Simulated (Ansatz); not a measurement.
Here is the system:

GeS:
```cif
data_Ge4S4
_chemical_formula_sum 'Ge4 S4'
_space_group_name_H-M_alt 'Cmcm'
_space_group_IT_number 63
_space_group_name_Hall '-C 2c 2'
_cell_length_a 3.78139
_cell_length_b 10.41961
_cell_length_c 3.76150
_cell_angle_alpha 90.000
_cell_angle_beta 90.000
_cell_angle_gamma 90.000
loop_
_space_group_symop_operation_xyz
  'x, y, z'
  '-x, -y, -z'
  '-x, -y, z+1/2'
  'x, y, -z+1/2'
  'x, -y, -z'
  '-x, y, z'
  '-x, y, -z+1/2'
  'x, -y, z+1/2'
  'x+1/2, y+1/2, z'
  '-x+1/2, -y+1/2, -z'
  '-x+1/2, -y+1/2, z+1/2'
  'x+1/2, y+1/2, -z+1/2'
  'x+1/2, -y+1/2, -z'
  '-x+1/2, y+1/2, z'
  '-x+1/2, y+1/2, -z+1/2'
  'x+1/2, -y+1/2, z+1/2'
loop_
_atom_site_label
_atom_site_type_symbol
_atom_site_symmetry_multiplicity
_atom_site_Wyckoff_symbol
_atom_site_fract_x
_atom_site_fract_y
_atom_site_fract_z
_atom_site_occupancy
Ge1 Ge 4 c 0.00000 0.12943 0.75000 1
S1 S 4 c 0.00000 0.64346 0.25000 1
```
(The calculation used a cell of 4 atoms; values per cell refer to that cell.)

This is the LDA-relaxed structure.

All from the program Ansatz at the LDA level (PAW), unless another level is named. Estimate the electronic character.

no gap, with almost no states at the Fermi level (zero-gap or semimetallic).

And the formation energy from the elements (no fitted shifts)?

-0.29 eV/atom.

The first step of the workflow began from a Materials Project structure, measured or hypothetical; the Crystallography Open Database copy checked does not list it. COD files the formula under space group No. 62, so this cell is another polymorph or a model. Its standing as an ambient phase is unchecked. The LDA relaxation kept the symmetry of its start. At this level the phase is dynamically unstable (imaginary phonons). A crystal of weakly bound layers computed without a dispersion correction: the cell and the soft elastic constants depend strongly on that. The references are the lowest solids computed at this level, not always the standard phases. Scalar-relativistic: spin–orbit coupling is off unless named, which matters more the heavier the elements.

Potentials: the later of the program's two PAW sets.
